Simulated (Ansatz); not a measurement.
**HfF, a known structure type with other elements, at an estimated volume**

```
CELL_PARAMETERS angstrom
1.83440 3.17727 0.00000
-1.83440 3.17727 0.00000
0.00000 0.00000 8.93264
ATOMIC_POSITIONS crystal
Hf 0.33330 0.33340 0.25000
Hf 0.66660 0.66670 0.75000
Hf 0.00000 0.00000 0.00000
Hf 0.00000 0.00000 0.50000
F 0.33330 0.33340 0.65100
F 0.66660 0.66670 0.15100
F 0.33330 0.33340 0.84900
F 0.66670 0.66670 0.34900
```

The numbers come from plane-wave PAW DFT (Ansatz): m-r2SCAN, no spin polarisation, 500 eV, 11×11×4 Γ-centred k points, fermi-dirac occupations (width 0.1 eV). Nothing was relaxed.

Task: What do density and ELF say about some of the short contacts?

Result: F–F at 1.77 Å: least valence density 0.68 e/Å³ and ELF 0.08 there. Hf–F at 2.30 Å: least valence density 0.34 e/Å³ and ELF 0.07 there. Both are smooth PAW fields, read partly inside the augmentation spheres.

Task: What does the stress say?

Result: The pressure is 24.3 GPa (compression positive), so with the atoms held at these fractions the cell would first expand; the forces are large, so a full relaxation may end otherwise. The principal stresses 4.6, 4.6, 63.6 GPa differ, so its shape would change too.

Task: What is the formation energy?

Result: -0.81 eV an atom against the elements' usual phases (free molecules for gases, crystals otherwise, with no correction for O₂ or N₂), so it is bound against them; other compounds may still compete. Relaxing would lower it.

Task: How is the charge shared?

Result: Bader charges in e: Hf +0.61 to +1.17, F -0.89. In the mean Hf gives up most and F takes most.

Task: Is there a gap?

Result: It is a metal, with about 5.7 states/eV a cell as the mean within 0.25 eV of the Fermi level, mostly Hf d (79 %).

Task: Which atom feels the largest force, and which way?

Result: The largest is on F5 (and as large on other atoms): 7.26 eV/Å, components (0.00, 0.00, -7.26). It makes 180° with the line to a nearest neighbour, F7 at 1.77 Å, pointing away from it.

Origin: a known structure type with other elements, at an estimated volume, so it need not be a known compound. Caveats: many states at the Fermi level without spin polarisation, so a magnetic state may lie lower; atoms or cell far from equilibrium; m-r2SCAN is r2SCAN with a changed spin dependence that lowers moments.
